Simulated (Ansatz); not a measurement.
# Computed properties of CuAu3

```xyz
4
Lattice="3.9800 0.0000 0.0000 0.0000 3.9800 0.0000 0.0000 0.0000 3.9800" Properties=species:S:1:pos:R:3 pbc="T T T"
Cu    0.0000    0.0000    0.0000
Au    0.0000    1.9900    1.9900
Au    1.9900    0.0000    1.9900
Au    1.9900    1.9900    0.0000
```

Atom numbers follow the list: Cu1, Au2, Au3, Au4.

The cell comes from COD entry 1510492, which wasn't checked; take it as a given geometry.

Spin–orbit coupling is left out, though it moves levels of the heavy atoms by tenths of an eV or more.

Levels of theory: DFT, LDA, all-electron LAPW, scalar-relativistic (Ansatz 0.2.0); DFT, LDA, PAW with Ansatz's default frozen-core files, scalar-relativistic (Ansatz 0.2.0).

For LAPW: a Γ-centred 9×9×9 k mesh, Fermi–Dirac smearing of 0.05 eV, basis error target 1 meV/atom, no spin polarisation. PAW takes a cutoff of 420 eV at this cell (files made with PBE, cores remade for this functional). The Ansatz runs share mesh, smearing and spin set-up. Values come from LAPW unless marked.

- Bader charges (from the PAW run): Cu1 +0.37, Au2 -0.12 e
- Band gap: none: bands cross the Fermi level, a metal
- Volume per atom: 15.76 Å³

(1) Predict this quantity. Pressure at this cell.

(2) Predict this quantity. Löwdin charges (with 0.65 e of the cell spilling out of the atomic basis, so their sizes and signs hang on that basis).

(3) Predict this quantity. Density of states at the Fermi level (0.2 eV bin).

Answers

(1) -56.2 kbar.

(2) Cu1 0.19, Au2 0.15 e.

(3) 0.87 states/eV per cell.
